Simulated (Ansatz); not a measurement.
Given:

ZnO2:
```yaml
crystal:
  lattice:
    - [4.86893, 0.00000, 0.00000]
    - [0.00000, 4.86893, 0.00000]
    - [0.00000, 0.00000, 4.86893]
  atoms:
    - { symbol: Zn, position: [0.00000, 0.50000, 0.50000] }
    - { symbol: Zn, position: [0.50000, 0.50000, 0.00000] }
    - { symbol: Zn, position: [0.50000, 0.00000, 0.50000] }
    - { symbol: Zn, position: [0.00000, 0.00000, 0.00000] }
    - { symbol: O, position: [0.41248, 0.08752, 0.91248] }
    - { symbol: O, position: [0.58752, 0.91248, 0.08752] }
    - { symbol: O, position: [0.08752, 0.91248, 0.41248] }
    - { symbol: O, position: [0.91248, 0.08752, 0.58752] }
    - { symbol: O, position: [0.91248, 0.41248, 0.08752] }
    - { symbol: O, position: [0.08752, 0.58752, 0.91248] }
    - { symbol: O, position: [0.58752, 0.58752, 0.58752] }
    - { symbol: O, position: [0.41248, 0.41248, 0.41248] }
```

This is the PBEsol-relaxed structure.

Task: All from PBEsol in the plane-wave PAW code Ansatz, unless another level is named. Predict the Poisson's ratio.

Result: 0.31.

Task: Next, the highest zone-centre frequency (without LO–TO term)?

Result: 868 cm⁻¹.

Task: Predict the elastic constants (relaxed ions, GPa).

Result: C11 = 247, C12 = 114, C44 = 68.7.

Task: Next, the vibrational entropy at 300 K?

Result: 19.7 J/(K·mol of atoms).

Space group Pa-3. The workflow started from a Materials Project entry (that database holds measured and hypothetical structures alike); the Crystallography Open Database copy checked does not list it. Whether it is the stable phase at ambient conditions was not checked. The PBEsol relaxation kept the symmetry of its start; its stability against distortions is not shown here.

Potentials: the later of the program's two PAW sets.
